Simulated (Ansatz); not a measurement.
SnTe (rock salt)

```yaml
crystal:
  lattice:
    - [0.00000, 3.20463, 3.20463]
    - [3.20463, 0.00000, 3.20463]
    - [3.20463, 3.20463, 0.00000]
  atoms:
    - { symbol: Te, position: [0.00000, 0.00000, 0.00000] }
    - { symbol: Sn, position: [0.50000, 0.50000, 0.50000] }
```

In this cell atom 2 (Sn, nearest neighbour Te at 3.205 Å; its periodic images, 4.5 Å or more away, move with it) is moved by s along Cartesian [110], unit vector (0.707, 0.707, 0.000); all other atoms and the cell stay fixed.

The numbers are results of PBE (plane waves to 420 eV, PAW, scalar-relativistic; Ansatz, a program for electronic structure), not measurements. k mesh 10×10×10 (Γ-centred), Fermi-Dirac smearing 0.05 eV. E stands for the smeared free energy. SnTe was relaxed with its symmetry unable to fall. Spin-orbit coupling is left out, though Te is heavy. The PAW data are Ansatz's earlier set. The zero of ΔE is the undisplaced structure.

```json
[
 {"s (Å)": "-0.960", "ΔE (meV/cell)": "1145"},
 {"s (Å)": "-0.768", "ΔE (meV/cell)": "584"},
 {"s (Å)": "-0.576", "ΔE (meV/cell)": "225"},
 {"s (Å)": "-0.384", "ΔE (meV/cell)": "withheld"},
 {"s (Å)": "-0.192", "ΔE (meV/cell)": "1"},
 {"s (Å)": "0.000", "ΔE (meV/cell)": "0"},
 {"s (Å)": "0.192", "ΔE (meV/cell)": "1"},
 {"s (Å)": "0.384", "ΔE (meV/cell)": "withheld"},
 {"s (Å)": "0.576", "ΔE (meV/cell)": "225"},
 {"s (Å)": "0.768", "ΔE (meV/cell)": "584"},
 {"s (Å)": "0.960", "ΔE (meV/cell)": "1145"}
]
```

Problem. Fit an even polynomial form (powers 2, 4, 6) to the given rows and predict ΔE at s = -0.384.

Solution. Least squares on the 9 given rows: ΔE = (101.1)·s² + (1994)·s⁴ + (-819.9)·s⁶, in meV/cell with s in Å; root-mean-square residual 2.7 meV/cell. At -0.384 the fit gives 56 meV/cell; the calculation gives 49 meV/cell, so the interpolation is off by 7 (+14.3 %). The quadratic term alone would give 15 meV/cell.

(For displaced atoms, the force is minus the slope of the energy, and its curvature is a force constant, which sets phonon frequencies.)
